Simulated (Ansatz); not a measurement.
input.yaml (Ansatz)

```yaml
crystal:
  lattice:
    - [-1.7314553526, 1.7314507627, 1.1833905511]
    - [1.7314507627, -1.7314553526, 1.1833905511]
    - [2.8123009666, 2.8123009666, -1.1833989576]
  atoms:
    - { symbol: Cr, position: [0.9999994052, 5.948e-07, 0.0] }
    - { symbol: Cr, position: [0.7500005948, 0.2499994052, 0.5] }
hamiltonian:
  xc: r2scan
  pseudopotentials:
    kind: paw_fr
    azcp:
      Cr: "pseudopotentials/Cr.paw.azcp"
basis:
  ecutwfc: 500
  fft_grid_basis: typed
kpoints:
  mp_grid: { grid: [15, 15, 8], shift: [0, 0, 0] }
magnetization:
  noncollinear: true
  spin_orbit: true
scf:
  occupations: { method: fermi_dirac, width: 0.1 }
output:
  write_density: true
  write_potential: true
  elf: true
  volumetric_format: npy
```

Output

```
Warning: the atoms were moved onto the symmetric positions of the space group found under crystal.symmetry.tolerance 1.0e-5 (fractional; no operation is sought that the atoms, as they stand in a round, miss by more than twice it, and no atom is moved by as much as it), and the run uses the moved positions. Before a round's move an operation carried an atom to 5.83e-6 Å from where it should land, the largest such distance. Atom 0 (counting from 0) moved farthest, by 2.91e-6 Å; the longest move in fractions of the cell, of whichever atom, is 0.08 of the tolerance, in 1 round. To run the atoms as typed, lower crystal.symmetry.tolerance until the operations that they miss are no longer found, or set crystal.symmetry.detect: false (a key that needs symmetry detection or time reversal refuses this as the deck is read). The positions used, in the order of the run's atom list: position: [1.0, -2.35280341758827e-17, 0.0]; position: [0.75, 0.25, 0.5]; The lattice was moved too: crystal.lattice, of which some number shows no typed digit to judge by, misses the space group found at crystal.symmetry.tolerance 1.0e-5 by more than rounding, which is why this is a warning: the operation that it misses by the most changes a squared length by the fraction 9.71e-6, and from 1e-6 on that is taken for a strain and not for rounding. The run uses the lattice that is a stretch of the typed one, with no rotation, onto the one that keeps every operation to a double's rounding (on a very oblique basis the stretch itself rounds by more); the deck's lattice vector that moved farthest moved by 1.01e-5 Å. To run the lattice as typed, set crystal.symmetry.tolerance under 9.71e-6, the least fraction by which an operation that the lattice misses changes a squared length (the same key also sets how far an atom may lie from its image, so lowering it can lose operations that the atoms keep only within it), or set crystal.symmetry.detect: false, as for the atoms. crystal.lattice made exact, in Å and degrees: [[-1.7314533207796807, 1.7314527945203193, 1.183390551104392], [1.7314527945203193, -1.7314533207796807, 1.183390551104392], [2.8122989347858236, 2.8122989347858236, -1.1833893004619047]]. Pasted over the deck's crystal.lattice, beside positions in fractional coordinates, it runs the same cell (given as lengths and angles, that cell in the form's own orientation, a rigid turn of the misfit's size from the one run here, for which a checkpoint.post_process_only pass over this run's state can be refused: where this run relaxes nothing, give such a pass this deck's own crystal.lattice, as typed; behind a relaxation, as crystal.lattice, the state's own cell, identity.cell in its checkpoint.json), and a matrix so pasted ends this notice, except on a very skew basis of the lattice, where the rounding of the pasted numbers themselves can read as a misfit: the cell is then moved again, and that move is told again. The lattice as run is in this notice's lattice.as_run_ang field (Run.prep()["deck_notices"] in Python, the deck_notice line of an events file, deck_notices of ansatz run --dry-run=json, or deck_notices in record.json in the deck's checkpoint.write directory).
Warning: crystal.symmetry: narrowed to the stabiliser of the k-point mesh — unitary ops 8 → 4, anti-unitary 8 → 4; excluded 8 operations that carry a point of the 15×15×8 mesh (shift [0, 0, 0]) off the mesh (the run samples exactly the mesh kpoints.mp_grid names, as under crystal.symmetry.detect: false, and its converged state has the mesh's symmetry, not the crystal's; ε∞, the Born charges and the force constants of a linear response (`dielectric:` by the response, `phonons.method: dfpt`) are averaged over those of the crystal's operations that the state keeps within a tolerance, where `mesh_tensors`, `unaveraged_element` or `gamma_mean_max_change_ev_ang2` stands beside them; a row that `dielectric.field_direction` solves alone is averaged likewise, with nothing beside; a Γ-centred mesh of equal divisions is mapped onto itself by every operation and keeps the whole group, as does a half-shifted one under kpoints.further_shifts: images)
Engine: ansatz 0.2.0, x86_64-unknown-linux-gnu
Pseudopotentials: kind: paw_fr
Pseudopotential: Cr, paw_fr, valence charge 14, recommended cutoff 500 eV (meta_gga) 
Functional definition: r2SCAN
  parameter k0 = 0.174
  parameter k1 = 0.065
  parameter a1 = 4.9479
  exchange = r2scan_x(k0 = k0, k1 = k1, a1 = a1)
  correlation = r2scan_c
non-collinear run that drives no moment, with spin-orbit: no starting moment large enough to seed its density (crystal.atoms[].spin), no starting occupations that ask for one, no magnetisation constraint and no magnetic field, so the semilocal B_xc is pinned to zero
Crystal: 2 atoms, lattice volume = 23.049 Å³
Basis set: ecut = 500 eV, 591 PW (Γ), exchange–correlation on 80×80×128 points (64 copies of the dense FFT grid, shifted against one another)
Bands: 36, of which v1, the nominal top of the filled ones, is band 28 counted from 1 (27 counted from 0)
Symmetry: 4 space group operations + 4 with time reversal
k-points: 488 of 1800
Projection manifold: j_resolved (fully-relativistic pseudo-atomic orbitals)
Non-local potential: Cr, projectors of the file, l = 0: 3, l = 1: 4, l = 2: 6, l = 3: 2
PAW form: soft (Blöchl's): semilocal exchange-correlation on the pseudo side does not see the compensation charge
PAW frozen core: Cr, regenerated for the run's functional (the file was generated under x = pbe(κ = 0.804, μ = 0.2195149727645171), c = pbe(β = 0.06672455060314922))
PAW one-centre angular grid: Cr, 590 points (default); XC on 224 Gauss nodes
Initial density: superposition of atomic densities (chi_scale 0.1, normalization cell)
Initial wavefunctions: pseudopotential atomic-orbital guess
Functional: x = r2scan, c = r2scan; τ floored in thin density (d = 2e-4 eV/Å³)
...
SCF iter   4: F=—  HF=-6762.493607 eV  |F-HF|=—  |Δ(HF+E_count)|=   2.39e-2  Δρ=1.18e-2  dr2=2.43e-2  dr2_τ=1.68e-4  dr2_m=0.00e0 (ungated)  ethr=3.40e-4  |M|=0.00e0 ∫|m|=0.00e0 μB  |m|>n=0.0e0 m-floor=0.0e0 τ_xc=0.0e0  β_m=0.85  ⟨swp⟩=2.0  Hψ=18961  notcnv=0
SCF iter   5: F=—  HF=-6762.489764 eV  |F-HF|=—  |Δ(HF+E_count)|=   3.84e-3  Δρ=2.04e-3  dr2=4.90e-4  dr2_τ=8.77e-6  dr2_m=0.00e0 (ungated)  ethr=8.68e-5  |M|=0.00e0 ∫|m|=0.00e0 μB  |m|>n=0.0e0 m-floor=0.0e0 τ_xc=0.0e0  β_m=0.92  ⟨swp⟩=2.0  Hψ=13415  notcnv=0
SCF iter   6: F=—  HF=-6762.489753 eV  |F-HF|=—  |Δ(HF+E_count)|=   1.09e-5  Δρ=3.69e-4  dr2=1.97e-5  dr2_τ=2.34e-7  dr2_m=0.00e0 (ungated)  ethr=1.75e-6  |M|=0.00e0 ∫|m|=0.00e0 μB  |m|>n=0.0e0 m-floor=0.0e0 τ_xc=0.0e0  β_m=0.86  ⟨swp⟩=2.7  Hψ=15840  notcnv=0
SCF iter   7: F=—  HF=-6762.489746 eV  |F-HF|=—  |Δ(HF+E_count)|=   7.11e-6  Δρ=1.14e-4  dr2=1.92e-6  dr2_τ=2.38e-8  dr2_m=0.00e0 (ungated)  ethr=7.02e-8  |M|=0.00e0 ∫|m|=0.00e0 μB  |m|>n=0.0e0 m-floor=0.0e0 τ_xc=0.0e0  β_m=0.86  ⟨swp⟩=2.3  Hψ=12303  notcnv=0
SCF iter   8: F=-6762.489745 eV  HF=-6762.489746 eV  |F-HF|=9.77e-9  |Δ(HF+E_count)|=   3.21e-7  Δρ=1.12e-5  dr2=2.03e-8  dr2_τ=1.81e-10  dr2_m=0.00e0 (ungated)  ethr=3.57e-10  |M|=0.00e0 ∫|m|=0.00e0 μB  |m|>n=0.0e0 m-floor=0.0e0 τ_xc=0.0e0  ⟨swp⟩=1.3  Hψ=27827  notcnv=0
SCF 1 converged in 8 iterations: F = -6762.489745 eV  dr2 = 2.03e-8
SCF converged after 8 iterations
Magnetization: |M| = 0.0000 μB,  M = (+0.0000, +0.0000, +0.0000) μB
Absolute magnetization: 0.0000 μB (∫|m|)
  site 0: m = (+0.0000, +0.0000, +0.0000) μB, |m| = 0.0000 μB  (R = 0.98 Å)
  site 1: m = (+0.0000, +0.0000, +0.0000) μB, |m| = 0.0000 μB  (R = 0.98 Å)
Free energy (F): -6762.489745 eV
Harris-Foulkes:  -6762.489746 eV  (|F-HF|=9.77e-9)
Internal energy: -6762.439655 eV  (E = F + TS)
E sigma→0 (E₀):  -6762.464700 eV
Entropy (-TS):   -0.050091 eV (-25.045 meV/atom)
Fermi energy:    19.265534 eV
--- Per-component energies (eV) ---
  E_band       = -321.648312
  E_kinetic    = 688.452044
  E_local      = -2360.916834  (includes V_loc(G=0)·N_el)
  E_nonlocal   = 158.064703
  E_hartree    = 1031.854002
  E_xc         = -276.160369
  E_vxc        = -401.929946  (∫ρ·V_xc dr)
  E_paw        = -2402.947592  (= ΣΔE_a)
  E_vpaw       = -494.401902  (= ΣTr[D̂ρ^β])
  E_aug_tail   = 0.000446  (compensation charges beyond the density's cutoff)
  E_vtau       = 25.383984  (kinetic-family band-sum trace: ∫τ·v_τ [+ j·A + Jᵃ·Aᵃ] dr)
  E_ewald      = -3600.241660
  E_core_change = -0.544395  (= ΣΔE_core)
  E_smearing   = -0.050091  (= −TS)
  E_closure    = -0.000000  (closes the sum)
  Σ components = -6762.489745   (vs F -6762.489745, Δ=0.00e0)
--- Band table (eV; the first three rows and the last of 488) ---
  k-point 0: bands = ["-55.3197", "-55.3197", "-55.0609", "-55.0609", "-26.1501", "-26.1501", "-25.5205", "-25.5205", "-25.1354", "-25.1354", "-24.5900", "-24.5900", "-24.5176", "-24.5176", "-24.4047", "-24.4047", "11.0118", "11.0118", "14.8533", "14.8533", "17.3150", "17.3150", "17.4986", "17.4986", "18.3108", "18.3108", "19.8961", "19.8961", "20.2175", "20.2175", "20.2224", "20.2224", "20.6552", "20.6552", "21.0683", "21.0683"]
  k-point 1: bands = ["-55.3100", "-55.3100", "-55.0709", "-55.0709", "-26.1195", "-26.1195", "-25.5378", "-25.5378", "-25.1172", "-25.1172", "-24.5904", "-24.5904", "-24.5256", "-24.5256", "-24.4314", "-24.4314", "11.1970", "11.1970", "14.8449", "14.8449", "17.3206", "17.3206", "17.4731", "17.4731", "18.3924", "18.3924", "19.6940", "19.6940", "20.1345", "20.1345", "20.2907", "20.2907", "20.3170", "20.3170", "20.9430", "20.9430"]
  k-point 2: bands = ["-55.2823", "-55.2823", "-55.0994", "-55.0994", "-26.0346", "-26.0346", "-25.5895", "-25.5895", "-25.0629", "-25.0629", "-24.6139", "-24.6139", "-24.5477", "-24.5477", "-24.4821", "-24.4821", "11.7322", "11.7322", "14.7367", "14.7367", "17.3687", "17.3687", "17.4214", "17.4214", "18.6326", "18.6326", "19.1288", "19.1288", "19.2562", "19.2562", "20.3789", "20.3789", "20.4442", "20.4442", "20.5883", "20.5883"]
  k-point 487: bands = ["-55.1322", "-55.1322", "-55.1322", "-55.1322", "-26.0688", "-26.0688", "-26.0664", "-26.0664", "-24.9735", "-24.9735", "-24.9634", "-24.9634", "-24.5474", "-24.5474", "-24.5397", "-24.5397", "14.7841", "14.7841", "14.7844", "14.7844", "16.5687", "16.5687", "16.5693", "16.5693", "19.5803", "19.5803", "19.5803", "19.5803", "20.8577", "20.8577", "20.8613", "20.8613", "21.6806", "21.6806", "21.6885", "21.6885"]
```

Command:

```sh
ansatz run input.yaml --threads 1 --pin off --max-ram 3584MiB --backend cpu --events-out ev --progress --plain --runs-dir out
```

On 1 thread of Intel(R) Xeon(R) Platinum 8259CL CPU @ 2.50GHz (Skylake/Cascade Lake) (shared host) this took about 230 s of wall time and 230 s of CPU time.
